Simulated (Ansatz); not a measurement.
TiAs (CsCl type, Pm-3m) under volume change, plane-wave PAW r²SCAN (Ansatz code), scaled uniformly.

```
V (Å³/atom)  E − E(relaxed) (meV/atom)     P (GPa)
-----------  -------------------------  ----------
14.677                      (withheld)  (withheld)
15.161                            26.2        9.12
15.645                             6.2        4.23
16.129                             0.0        0.00
16.613                             5.6       -3.61
17.097                            21.3       -6.68
17.580                      (withheld)  (withheld)
```

### Question
Some entries are withheld; supply them.

### Answer

- 17.580, E − E(relaxed) (meV/atom): 45.5
- 17.580, P (GPa): -9.30
- 14.677, E − E(relaxed) (meV/atom): 62.0
- 14.677, P (GPa): 14.73

### Question
What does a third-order Birch–Murnaghan fit give for V₀, B₀ and B′?

### Answer
V₀ = 16.13 Å³/atom, B₀ = 129 GPa, B′ = 4.0.

The cell is a constructed one: a structure type filled with these elements; neither database checked (COD, Materials Project) lists it. COD files the formula under space group No. 194, so this cell is another polymorph or a model. Whether it is the stable phase at ambient conditions was not checked. The cell was relaxed with r²SCAN under the symmetry of its start. At this level the phase is mechanically unstable. No spin polarisation was allowed.

Potentials: the earlier of the program's two PAW sets.
